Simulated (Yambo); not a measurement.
```xyz
4
Lattice="-2.0702 3.0822 3.6062 2.0702 -3.0822 3.6062 2.0702 3.0822 -3.6062" Properties=species:S:1:pos:R:3 pbc="T T T"
O      0.0000     3.8195     0.0000
O      0.0000     2.3449     0.0000
Cs     0.0000     0.0000     1.7967
Cs     0.0000     0.0000     5.4157
```

CsO (space group Immm, No. 71) under isotropic strain of -3 % on all lattice vectors: mean Im ε in 1 eV windows above the direct gap of 3.44 eV, for different electron-hole kernels (Yambo, broadening 0.15 eV, PBEsol (pw.x of Quantum ESPRESSO, ONCV potentials, scalar-relativistic) bands; 4×4×4 mesh, 5 valence and 12 conduction bands, static screening with 54 bands and a 4 Ry block, scissor 1.36 eV, Tamm-Dancoff; field along x).

```tsv
window (eV)	independent quasiparticles	BSE
3.4 to 4.4	0.3	1.3
4.4 to 5.4	1.2	1.3
5.4 to 6.4	0.9	1.9
6.4 to 7.4	1.5	3.9
7.4 to 8.4	3.6	1.6
8.4 to 9.4	1.9	1.2
```

This run doesn't resolve bound excitons or single peaks, so only averages are given, and they too depend on the mesh; weight that the attraction moves below the gap isn't listed. All transitions below 10.61 eV are in the band window. The scissor comes from a G0W0 run whose convergence isn't established.

Geometry strained from the cell relaxed with PBEsol, atoms relaxed again.

The structure is a Materials Project entry; no match was found in the copy of COD used, and its stability was not checked.
